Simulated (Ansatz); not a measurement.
The start is a generated cell, Bi placed in the A7 structure type. Cell shape, volume and atoms are optimised at zero target pressure with PBE (plane waves to 420 eV, PAW, scalar-relativistic; Ansatz, a first-principles code). First-step values are on the input's coarse k-mesh.

Ansatz input (later rounds restart from its end on a renewed k-mesh):
Ansatz 0.2 input:
```yaml
crystal:
  lattice:
    - [2.2716022, 1.3115101, 3.9600838]
    - [-2.2716022, 1.3115101, 3.9600838]
    - [0, -2.6230203, 3.9600838]
  atoms:
    - { symbol: Bi, position: [0.237, 0.237, 0.237] }
    - { symbol: Bi, position: [0.763, 0.763, 0.763] }
basis: { ecutwfc: 420, ecutrho_ratio: 4, xc_grid: 2, fft_grid_basis: typed }
kpoints: { mp_grid: { grid: [9, 9, 9] } }
hamiltonian:
  xc: pbe
  dispersion: none
  pseudopotentials: { azcp: { folder: ./paw }, kind: paw }
scf: { occupations: { method: fermi_dirac, width: 0.05 } }
relax: { f_tol: 0.01, max_steps: 100, cell: { stress_tol: 0.02 } }
output: { forces: true, stress: true }
```

Largest initial force: 0.11 eV/Å, on Bi1, Bi2 (atoms numbered as listed)
Outcome: The space group stays R-3m (No. 166) (the run could not lower it); the end is AFLOW prototype A_hR2_166_c (A7, as in As), with 2 atoms in the primitive cell
Energy released: 0.01 eV/atom
Volume change: +4.3 %, from 35.39 to 36.90 Å³/atom
Band gap at the end: zero (metallic)
Optimiser moves: 9

Final structure:

```cif
data_Bi6
_chemical_formula_sum 'Bi6'
_space_group_name_H-M_alt 'R-3m :H'
_space_group_IT_number 166
_space_group_name_Hall '-R 3 2"'
_cell_length_a 4.58231
_cell_length_b 4.58231
_cell_length_c 12.17498
_cell_angle_alpha 90.000
_cell_angle_beta 90.000
_cell_angle_gamma 120.000
loop_
_atom_site_label
_atom_site_type_symbol
_atom_site_symmetry_multiplicity
_atom_site_Wyckoff_symbol
_atom_site_fract_x
_atom_site_fract_y
_atom_site_fract_z
_atom_site_occupancy
Bi1 Bi 6 c 0.00000 0.00000 0.23363 1
```
(The calculation used a cell of 2 atoms; values per cell refer to that cell.)

Final values are on a 12×12×12 k-mesh of the relaxed cell. No spin polarisation in the result.

The run could not lose the symmetry of its start; a randomly shaken copy of 2 atoms returns to this structure.
